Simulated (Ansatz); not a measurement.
BP (zinc blende), relaxed with r²SCAN (Ansatz, a quantum-chemistry and plane-wave program, plane waves, PAW): a = b = c = 4.536 Å, α = β = γ = 90.00°.

- gap (eV): 1.41
- B₀ by P(V) fit (GPa): 169

Q: The same phase is relaxed and computed with HSE06 in the same code. What are the cell and these values now?

A: a = 4.524 Å, b = 4.524 Å, c = 4.524 Å, α = 90.00°, β = 90.00°, γ = 90.00°.

- gap (eV) = 1.95
- B₀ by P(V) fit (GPa) = 174

All cells were relaxed under the symmetry of their starts (and spin orders); stability against distortions was not tested throughout.

Potentials: the earlier of the program's two PAW sets.

Ansatz is a plane-wave DFT program.
